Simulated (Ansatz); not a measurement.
KTaO$_{3}$ (cubic perovskite, Pm-3m), PBE in the plane-wave PAW code Ansatz, all energies at zero smearing, with the estimated change up to a 700 eV cutoff added, with one set of potentials and settings (totals compare only within such a set). Cell of 5 atoms (1 K, 1 Ta, 3 O): -13178.248 eV.

```
element                            reference phase  E (eV/atom)
-------  -----------------------------------------  -----------
K                       Im-3m, 1 atoms in the cell   -1537.7858
Ta                      Im-3m, 1 atoms in the cell   -9932.2522
O        C2/m, 4 atoms in the cell, spin-polarised    -565.0000
```

Formation energy per atom, worked out: (-13178.248 − 1×(-1537.7858) − 1×(-9932.2522) − 3×(-565.0000))/5 = -2.642 eV/atom (-255 kJ per mol of atoms), at 0 K, without zero-point energy or fitted corrections.

The PBE relaxation kept the symmetry of its start. At this level the phase is dynamically unstable (imaginary phonons). The run is not spin-polarised. The references are the lowest solids computed at this level, not always the standard phases (solids in place of the gases). Scalar-relativistic: spin–orbit coupling is off unless named, which matters more the heavier the elements.

Potentials: the later of the program's two PAW sets.
